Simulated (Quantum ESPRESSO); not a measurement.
pw.x input (Quantum ESPRESSO 7.5; PBEsol, PseudoDojo standard norm-conserving files, scalar-relativistic):

```
&CONTROL
  calculation = 'scf'
  pseudo_dir = './pseudo'
  outdir = './out'
  tprnfor = .true.
  tstress = .true.
/
&SYSTEM
  ibrav = 0
  nat = 12
  ntyp = 2
  ecutwfc = 84.0
  ecutrho = 336.0
  occupations = 'smearing'
  smearing = 'fd'
  degauss = 0.002
  nbnd = 38
/
&ELECTRONS
  conv_thr = 1.2e-09
/
ATOMIC_SPECIES
C 12.0110 C.upf
O 15.9990 O.upf
CELL_PARAMETERS angstrom
  5.069310000000   0.000000000000   0.000000000000
  0.000000000000   5.069310000000   0.000000000000
  0.000000000000   0.000000000000   7.232030000000
ATOMIC_POSITIONS crystal
C   0.988790000000   0.011210000000   0.750000000000
C   0.488790000000   0.488790000000   0.000000000000
C   0.011210000000   0.988790000000   0.250000000000
C   0.511210000000   0.511210000000   0.500000000000
O   0.674990000000   0.347610000000   0.492670000000
O   0.152390000000   0.174990000000   0.742670000000
O   0.325010000000   0.652390000000   0.992670000000
O   0.847610000000   0.825010000000   0.242670000000
O   0.174990000000   0.152390000000   0.257330000000
O   0.652390000000   0.325010000000   0.007330000000
O   0.825010000000   0.847610000000   0.757330000000
O   0.347610000000   0.674990000000   0.507330000000
K_POINTS automatic
6 6 4 0 0 0
```

End of the output:

```

[...]
     the Fermi energy is    -1.0748 ev
!    total energy              =    -311.63877583 Ry
     estimated scf accuracy    <          1.7E-10 Ry
     smearing contrib. (-TS)   =       0.00000000 Ry
     internal energy E=F+TS    =    -311.63877583 Ry
     The total energy is F=E-TS. E is the sum of the following terms:
     one-electron contribution =    -195.47729317 Ry
     hartree contribution      =     120.86856740 Ry
     xc contribution           =     -81.76819450 Ry
     ewald contribution        =    -155.26185556 Ry
     convergence has been achieved in  13 iterations
     Forces acting on atoms (cartesian axes, Ry/au):
     atom    1 type  1   force =     0.00023919   -0.00023919    0.00000000
     atom    2 type  1   force =     0.00023919    0.00023919   -0.00000000
     atom    3 type  1   force =    -0.00023919    0.00023919    0.00000000
     atom    4 type  1   force =    -0.00023919   -0.00023919   -0.00000000
     atom    5 type  2   force =    -0.02507765    0.02391636    0.00251062
     atom    6 type  2   force =    -0.02391636   -0.02507765    0.00251062
     atom    7 type  2   force =     0.02507765   -0.02391636    0.00251062
     atom    8 type  2   force =     0.02391636    0.02507765    0.00251062
     atom    9 type  2   force =    -0.02507765   -0.02391636   -0.00251062
     atom   10 type  2   force =    -0.02391636    0.02507765   -0.00251062
     atom   11 type  2   force =     0.02507765    0.02391636   -0.00251062
     atom   12 type  2   force =     0.02391636   -0.02507765   -0.00251062
     Total force =     0.098275     Total SCF correction =     0.000031
     Computing stress (Cartesian axis) and pressure
          total   stress  (Ry/bohr**3)                   (kbar)     P=      -19.94
  -0.00022886   0.00000000   0.00000000          -33.67        0.00        0.00
   0.00000000  -0.00022886   0.00000000            0.00      -33.67        0.00
   0.00000000   0.00000000   0.00005105            0.00        0.00        7.51
```
In a gapped system the printed Fermi energy is only some level inside the gap.

Geometry of the Materials Project entry, not relaxed at this level.
